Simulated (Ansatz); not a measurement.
## Bi₂S₃ — quadrupolar parameters

The cell is a COD entry (listed for 8.3 GPa), its atoms then relaxed with PBE in this cell.

Space group Pnma (No. 62); a = 10.6590, b = 3.8525, c = 10.5100 Å.

```csv
site,Wyckoff,site symmetry,x,y,z
Bi1,4c,.m.,0.9915,0.2500,0.6776
Bi5,4c,.m.,0.3214,0.2500,0.4724
S9,4c,.m.,0.0516,0.2500,0.1285
S13,4c,.m.,0.3748,0.2500,0.0594
S17,4c,.m.,0.2233,0.2500,0.7960
```

One atom of each set is listed.

All values are calculated (Ansatz; DFT, PBE, plane waves and PAW, scalar-relativistic, 420 eV cutoff, Γ-centred 3×7×3 k-points, Fermi–Dirac smearing 0.02 eV), not measured.

V_zz is the principal component of the electric field gradient with the largest magnitude, η = (V_xx − V_yy)/V_zz and C_Q = eQV_zz/h.

Bi-209: I = 9/2, Q = -516.0 mb; S-33: I = 3/2, Q = -69.40 mb. Q values from Pyykkö, Mol. Phys. 116, 1328 (2018).

| site | atoms | first shell | V_zz (10²¹ V/m²) | η | C_Q (MHz) |
| --- | --- | --- | --- | --- | --- |
| Bi1 | 4 | 7 S at 2.70–2.87 Å | -3.86 | 0.08 | 48.2 |
| Bi5 | 4 | 7 S at 2.67–2.99 Å | -8.92 | 0.28 | 111 |
| S9 | 4 | 5 Bi at 2.67–2.87 Å | -1.53 | 0.49 | 2.56 |
| S13 | 4 | 5 Bi at 2.70–2.99 Å | -5.43 | 0.18 | 9.11 |
| S17 | 4 | 4 Bi at 2.72–2.87 Å | 0.92 | 0.54 | -1.54 |

At this cell the PBE pressure is 11 GPa, so with PBE the cell would grow if it were relaxed. Spin–orbit coupling is left out, which shifts gradients on Bi by a few per cent in wide-gap crystals, and can shift them far more where the calculated gap is small or absent, as here. With a gap of 1.0 eV on this mesh, small gradients can still move by 0.1 × 10²¹ V/m² or more as the k-mesh gets denser.

The relaxation (5 steps) took 3.5 min of wall time (6.8 min of CPU time) and 1.3 GiB at its peak, on 2 threads of Arm Neoverse N1 (aarch64; 40 cores open to the job, memory cap 5.0 GiB, no GPU), a shared host with a load of 0.6 a core.
